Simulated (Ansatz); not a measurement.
# Zn: course of a relaxation

Level of theory: DFT PBEsol, scalar-relativistic, plane waves, PAW (Ansatz 0.2.0). Run with 420 eV cutoff, 24×24×12 k-mesh, Gaussian smearing of 0.10 eV, no spin polarisation.

What was changed: uniaxial strain along c, with a, b and atoms relaxed: +2.0 %.

Command:

```bash
ansatz run input.yaml --threads 1 --pin off --max-ram 2560MiB --backend cpu --events-out ev --progress --plain --runs-dir out
```

Input:

```yaml
crystal:
  lattice:
    - [2.5797394999, 0.0, 0.0]
    - [-1.2898697499, 2.234119942, 0.0]
    - [0.0, 0.0, 4.9926138274]
  atoms:
    - { symbol: Zn, position: [0.3333333345, 0.6666666655, 0.25] }
    - { symbol: Zn, position: [0.6666666655, 0.3333333345, 0.75] }
basis:
  ecutwfc: 420
kpoints:
  mp_grid: { grid: [24, 24, 12] }
hamiltonian:
  xc: pbesol
scf:
  occupations: { method: gaussian, width: 0.1 }
output:
  forces: true
  stress: true
  eigenvalues: true
relax:
  adjacent_minimum: "off"
  f_tol: 0.008
  max_steps: 40
  cell: { stress_tol: 0.015, fix: [c, angles] }
```

F is the free energy. Steps run on the plane waves of an earlier cell, but the last one, and at times one on the way, on a freshly chosen basis, so a repeated geometry can differ a little in energy. The held parts of the cell keep their stress, so P needn't end at zero.

Steps:

```
step F − F(1) (eV) largest force component (eV/Å) V (Å³/atom) P (GPa)
   1         0.0000                           0.000       14.387    -0.02
   2        -0.0004                           0.000       14.438    -0.41
   3        -0.0004                           0.000       14.481    -0.72
   4        -0.0005                           0.000       14.481    -0.72
```

Relaxed structure:

```xyz
2
Lattice="2.5881 0.0000 0.0000 -1.2941 2.2414 0.0000 0.0000 0.0000 4.9926" Properties=species:S:1:pos:R:3 pbc="T T T"
Zn    0.0000    1.4943    1.2482
Zn    1.2941    0.7471    3.7445
```

The structure is hexagonal, space group P6_3/mmc (No. 194). The conventional cell has a = 2.588 Å, b = 2.588 Å, c = 4.993 Å, α = 90.00°, β = 90.00°, γ = 120.00°. Around Zn (site symmetry -6m2) lie 12 Zn at 2.59 to 2.91 Å.

The run converged. It took 110 s on 1 thread of Arm Neoverse V1, with other jobs on the host, peak memory 0.74 GiB.